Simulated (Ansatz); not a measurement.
# How much do the gradients of BaTiO3 depend on the method?

Cell: an entry of the Crystallography Open Database (COD), ions relaxed with PBE at fixed cell.

```xyz
5
Lattice="3.9998 0.0000 0.0000 0.0000 3.9998 0.0000 0.0000 0.0000 4.0180" Properties=species:S:1:pos:R:3 pbc="T T T"
Ba    0.0000    0.0000   -0.0119
Ti    1.9999    1.9999    1.9393
O     1.9999    1.9999    0.0895
O     1.9999    0.0000    2.0613
O     0.0000    1.9999    2.0613
```

Atom numbers follow the list; atoms alike are taken as one site, whose name carries the number of the first.

First run. Computed with Ansatz: DFT, PBE, plane waves and PAW, scalar-relativistic, 420 eV cutoff, Γ-centred 8×8×8 k-points, Fermi–Dirac smearing 0.02 eV.

```
site  atom  V_zz (10²¹ V/m²)     η
  Ba     1             -0.69  0.00
  Ti     2             -0.10  0.00
  O3     3              1.59  0.00
  O4     4              2.80  0.05
```

Second run. The same atoms and settings, except that the functional is r2SCAN and the cutoff is 500 eV.

(1) What does the second run give?

Answers

(1) 

```json
{"site": "Ba", "atom": "1", "V_zz": "-0.71", "η": "0.00", "change of V_zz": "-0.02"}
{"site": "Ti", "atom": "2", "V_zz": "-0.064", "η": "0.00", "change of V_zz": "+0.04"}
{"site": "O3", "atom": "3", "V_zz": "1.98", "η": "0.00", "change of V_zz": "+0.39"}
{"site": "O4", "atom": "4", "V_zz": "3.16", "η": "0.03", "change of V_zz": "+0.36"}
```

The largest change of V_zz is on O3, from 1.59 to 1.98. In per cent, |V_zz| changes by +2 on Ba, +13 to +25 on O (all sites that start above 0.5).

Without spin–orbit coupling (the program notes it for Ba) the gradients are little affected as a rule: paired runs on crystals with a gap mostly move them by under 2 % at such atoms.
For the first run: At this cell the principal stresses reach 5 GPa in size with PBE, which can matter for small gradients.
